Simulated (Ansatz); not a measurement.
KMgF₃ (cubic perovskite, Pm-3m), plane-wave PAW PBE (Ansatz code). The conduction-band minimum lies at Γ, with 1 equivalent valley. Second derivatives d²E/dk² of the lowest band at one valley (eV·Å²), along Cartesian directions:

| direction | d²E/dk² |
|---|---|
| [100] | 14.72 |
| [010] | 14.72 |
| [001] | 14.72 |
| [110] | 14.72 |
| [101] | 14.72 |
| [011] | 14.72 |

**Question.** Find the principal effective masses, the density-of-states mass and the conductivity mass.

**Answer.** Off-diagonal terms follow from H_xy = H[110] − (H_xx + H_yy)/2, and m*/mₑ = 7.620 eV·Å² over each eigenvalue: 0.52, 0.52, 0.52. One valley's DOS mass (m₁m₂m₃)^(1/3) = 0.52, conductivity mass 3/(Σ 1/mᵢ) = 0.52 mₑ.

**Question.** What effective density of states Nc follows at 300 K for parabolic valleys?

**Answer.** Nc = 2.509e19 × 1 × (0.52)^(3/2) ≈ 9.4e18 cm⁻³.

The cell was relaxed with PBE under the symmetry of its start.

Potentials: the later of the program's two PAW sets.

Edges and masses are those of Kohn–Sham bands, whose gap is no quasiparticle gap.
